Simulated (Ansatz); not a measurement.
Two states of ReHgF6

```yaml
crystal:
  lattice:
    - [5.14660, 0.00000, 0.00000]
    - [-2.57330, 4.45708, 0.00000]
    - [0.00000, -2.97139, 4.77225]
  atoms:
    - { symbol: F, position: [0.23850, 0.85700, 0.78550] }
    - { symbol: F, position: [0.92850, 0.16700, 0.78550] }
    - { symbol: F, position: [0.61850, 0.54700, 0.78550] }
    - { symbol: F, position: [0.76150, 0.14300, 0.21450] }
    - { symbol: F, position: [0.07150, 0.83300, 0.21450] }
    - { symbol: F, position: [0.38150, 0.45300, 0.21450] }
    - { symbol: Re, position: [0.00000, 0.00000, 0.00000] }
    - { symbol: Hg, position: [0.50000, 0.00000, 0.50000] }
```

Single point in Ansatz 0.2.0 with PBE, with U_eff = 3.08 eV on Re d (all-electron-ortho-atomic projectors). Cutoff 420 eV, PAW datasets, 5×5×5 Γ-centred k mesh, fermi-dirac filling (width 0.1 eV).

State A: Re7 up (collinear spin). State B: no moments (no spin polarisation).

Task: Which state is lower, and how do they differ?

Result: State A is lower by 247.4 meV an atom at zero smearing; in free energy at this smearing B lies +238.9 meV an atom from A.

```tsv
state	free energy (meV/atom)	largest moment in a small sphere (μB)	net moment (μB/cell)	gap on mesh (eV)	pressure (GPa)	largest force (eV/Å)
A	0.0	1.36	3.00	1.20	20.0	1.84
B	238.9	0.00	0.00	metal	18.7	1.17
```

Origin: a known structure type with other elements, at an estimated volume, so it need not be a known compound. Caveats: an odd or shifted mesh can miss the band edges, so this level's true gap may be smaller; no spin-orbit coupling, which can shift this gap by tenths of an eV; atoms or cell far from equilibrium; odd electron count without spin polarisation, so a magnetic state may lie lower; the Fermi level lies in a narrow band between gaps, which spin or distortion may split; the k mesh is coarse if the cell is a metal.
